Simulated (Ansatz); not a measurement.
HfO2 (fluorite)

```yaml
crystal:
  lattice:
    - [0.00000, 2.52945, 2.52945]
    - [2.52945, 0.00000, 2.52945]
    - [2.52945, 2.52945, 0.00000]
  atoms:
    - { symbol: Hf, position: [0.00000, 0.00000, 0.00000] }
    - { symbol: O, position: [0.25000, 0.25000, 0.25000] }
    - { symbol: O, position: [0.75000, 0.75000, 0.75000] }
```

The slice is a {110} plane (indices of the conventional cell) through the point (0.000, 0.000, 0.000) (fractional), spanned by u = [100] and v = [1 -1 -1] in vectors of this cell: u (3.58 Å) and v (5.06 Å, at 90° to u). It covers one period; positions are fractions (u, v).

All values below come from r2SCAN (plane waves to 500 eV, PAW, scalar-relativistic; Ansatz, a program for electronic structure). k mesh 11×11×11. These are valence fields of a PAW run, semicore shells included where kept as valence: close to a nucleus they are smooth pseudo fields. HfO2 is run without spin polarisation. HfO2 was relaxed with its symmetry unable to fall. Spin-orbit coupling is left out, though Hf is heavy. The PAW data are Ansatz's earlier set. This is a high-temperature form of HfO2.

**Question.** Around which element is the density of the highest valence band (whole band, smooth part) largest on this plane?

**Answer.** O. Mean over a disc round each atom, of radius 0.45 times the shortest bond: O 0.166, Hf 0.015 e/Å³.

**Question.** Around which element is the density of the lowest conduction band (whole band as if filled, smooth part) largest on this plane?

**Answer.** Hf. Mean over a disc round each atom, of radius 0.45 times the shortest bond: Hf 0.150, O 0.028 e/Å³.

**Question.** What is the valence density on the shortest Hf–O line in this plane (2.19 Å), at its minimum between the atoms?

**Answer.** 0.54 e/Å³.

**Question.** Predict the map of the electrostatic potential energy of an electron, from the cell's mean on the slice.

**Answer.** 
```
|xxxxx02688620xxxx|
|xxxx0036xx6300xxx|
|xxxx00xxxxxx00xxx|
|xx000xxxxxxxx000x|
|00003xxxxxxxx3000|
|01356xxxxxxxx6531|
|55677xxxxxxxx8765|
|88899xxxxxxxx9988|
|999998xxxxxx89999|
|99999987xx8899999|
|99999998888999999|
|99999998888999999|
|99999998888999999|
|99999988xx7899999|
|999998xxxxxx89999|
|88899xxxxxxxx9988|
|55678xxxxxxxx7765|
|01356xxxxxxxx6531|
|00003xxxxxxxx3000|
|xx000xxxxxxxx000x|
|xxxx00xxxxxx00xxx|
|xxxx0036xx6300xxx|
|xxxxx02688620xxxx|
|xxxxx02688620xxxx|
```
Scale: ten equal steps from 1.00 (start of '0') to 9.88 (end of '9'), in the order '0123456789'. Values: electrostatic potential energy of an electron, from the cell's mean, in eV. The map has 17 points along u (one character each, u = 0 at the left) and 24 along v (v = 0 in the bottom row). Points within 0.9 Å of a nucleus are blanked (x), as the pseudised field means little there. Values under 1 eV are set to 1. The zero, the cell's mean, hangs on the PAW cores.
